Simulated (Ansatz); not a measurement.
CsPbCl3 (cubic perovskite)

```
CELL_PARAMETERS angstrom
      5.67354     0.00000     0.00000
      0.00000     5.67354     0.00000
      0.00000     0.00000     5.67354
ATOMIC_POSITIONS crystal
  Cs 0.00000 0.00000 0.00000
  Pb 0.50000 0.50000 0.50000
  Cl 0.00000 0.50000 0.50000
  Cl 0.50000 0.50000 0.00000
  Cl 0.50000 0.00000 0.50000
```

Scan: atom 4 (Cl, nearest neighbour Pb at 2.837 Å; its periodic images, 5.7 Å or more away, move with it) is displaced along Cartesian z, direction (0.000, 0.000, 1.000) in Cartesian axes, by s. The other atoms stay.

These are r2SCAN (plane waves to 500 eV, PAW, scalar-relativistic; Ansatz, an electronic-structure program) values and carry that method's errors. k mesh 5×5×5 (Γ-centred), Fermi-Dirac smearing 0.05 eV. E stands for the smeared free energy. CsPbCl3 was relaxed with its symmetry unable to fall. Spin-orbit coupling is left out, though Pb is heavy. The PAW data are Ansatz's earlier set. This is a high-temperature form of CsPbCl3. ΔE is measured from the undisplaced structure.

Successive frames, forces in eV/Å:

```
frame         ΔE (meV/cell)                F on Cs1                F on Pb2                F on Cl3               F on Cl4                F on Cl5
------------  -------------  ----------------------  ----------------------  ----------------------  ---------------------  ----------------------
s = -0.170 Å             30  (0.000, 0.000, -0.017)  (0.000, 0.000, -0.342)  (0.000, 0.000, -0.017)  (0.000, 0.000, 0.393)  (0.000, 0.000, -0.017)
s = -0.340 Å            164  (0.000, 0.000, -0.029)  (0.000, 0.000, -1.230)  (0.000, 0.000, -0.029)  (0.000, 0.000, 1.317)  (0.000, 0.000, -0.029)
s = -0.510 Å            541  (0.000, 0.000, -0.030)  (0.000, 0.000, -3.266)  (0.000, 0.000, -0.036)  (0.000, 0.000, 3.369)  (0.000, 0.000, -0.036)
```

Question: What are the energy and the forces in the next frame, s = -0.680 Å?

Answer: ΔE (meV/cell) = 1423.

| atom | Fx | Fy | Fz |
|---|---|---|---|
| Cs1 | 0.000 | 0.000 | -0.019 |
| Pb2 | 0.000 | 0.000 | -7.363 |
| Cl3 | 0.000 | 0.000 | -0.036 |
| Cl4 | 0.000 | 0.000 | 7.454 |
| Cl5 | 0.000 | 0.000 | -0.036 |

(For displaced atoms, the force is minus the slope of the energy, and its curvature is a force constant, which sets phonon frequencies.)
